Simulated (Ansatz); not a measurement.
V:
```
V
1.0
   -1.49194     1.49194     1.49194
    1.49194    -1.49194     1.49194
    1.49194     1.49194    -1.49194
V
1
Direct
  0.00000   0.00000   0.00000
```

Relaxed with r²SCAN. Special points in fractions of this cell's reciprocal vectors: Γ (0.000, 0.000, 0.000); H (0.500, -0.500, 0.500); N (0.000, 0.000, 0.500); P (0.250, 0.250, 0.250).

Question: List the band energies nearest the Fermi level at these points for plane-wave PAW r²SCAN (Ansatz code).

Answer: In eV from the Fermi level; about four levels below and three above (degenerate sets whole), none deeper than 8.9 eV; … stands for higher levels left out; points with the same levels are listed once.

```tsv
k	below	above
Γ	-7.08	0.48 0.48 0.48
H	-3.17 -3.17	…
N	-3.38 -1.17	1.58 2.68 …
P	-1.22 -1.22 -1.22	…
```

Space group Im-3m (bcc (W type)). The cell was relaxed with r²SCAN under the symmetry of its start. No spin polarisation was allowed.

Potentials: the earlier of the program's two PAW sets.
